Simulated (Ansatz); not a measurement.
## Ru (hcp)

Method: r²SCAN, scalar-relativistic; no spin polarisation; PAW, 500 eV, 18×18×10 k-mesh, Gaussian smearing of 0.05 eV; code Ansatz; PAW files: Ansatz's generated set soft_2.

```xyz
2
Lattice="2.7021 0.0000 0.0000 -1.3511 2.3401 0.0000 0.0000 0.0000 4.2667" Properties=species:S:1:pos:R:3 pbc="T T T"
Ru    0.0000    1.5601    3.2000
Ru    1.3511    0.7800    1.0667
```

Which orbitals carry the states at the Fermi level, and how many states are there?

Within 0.1 eV of it: Ru 4d 96 % (shares among the projected shells). The density of states at the Fermi level is about 1.6 states/eV per cell, averaged over 0.3 eV.

Density of states (tetrahedra, averaged over 0.4 eV; states/eV per cell of 2 atoms; energy in eV from the Fermi level; projections on Löwdin-orthogonalised atomic orbitals, summed over sites):

```
    E  total  Ru 4d  Ru 5s  Ru 4p  Ru 4s
-7.65   0.11   0.00   0.09   0.00   0.01
-7.25   0.15   0.01   0.13   0.00   0.01
-6.85   0.21   0.02   0.17   0.00   0.01
-6.45   1.24   0.90   0.31   0.01   0.02
-6.05   2.67   2.13   0.49   0.02   0.03
-5.65   3.08   2.63   0.41   0.02   0.02
-5.25   2.24   1.96   0.25   0.02   0.01
-4.85   2.32   2.11   0.18   0.02   0.00
-4.45   2.35   2.16   0.16   0.02   0.00
-4.05   2.71   2.53   0.13   0.02   0.00
-3.65   1.85   1.68   0.13   0.01   0.00
-3.25   2.40   2.27   0.09   0.01   0.00
-2.85   3.10   2.91   0.14   0.02   0.00
-2.45   3.16   2.97   0.14   0.01   0.00
-2.05   2.68   2.49   0.13   0.01   0.00
-1.65   3.11   2.86   0.17   0.02   0.00
-1.25   2.19   2.00   0.12   0.01   0.00
-0.85   1.80   1.63   0.10   0.01   0.00
-0.45   1.68   1.54   0.08   0.00   0.00
-0.05   1.56   1.46   0.06   0.00   0.00
 0.35   1.57   1.49   0.05   0.00   0.00
 0.75   2.08   1.99   0.06   0.00   0.00
 1.15   2.83   2.73   0.08   0.00   0.00
 1.55   3.80   3.67   0.11   0.00   0.00
 1.95   1.73   1.58   0.13   0.00   0.00
 2.35   0.48   0.29   0.15   0.00   0.00
 2.75   0.48   0.24   0.18   0.00   0.00
 3.15   0.48   0.21   0.19   0.00   0.00
 3.55   0.48   0.18   0.20   0.00   0.01
 3.95   0.49   0.16   0.21   0.00   0.01
 4.35   0.46   0.13   0.20   0.00   0.01
 4.75   0.44   0.10   0.19   0.00   0.01
 5.15   0.42   0.08   0.18   0.00   0.01
 5.55   0.41   0.07   0.16   0.00   0.01
 5.95   0.40   0.06   0.15   0.00   0.01
```
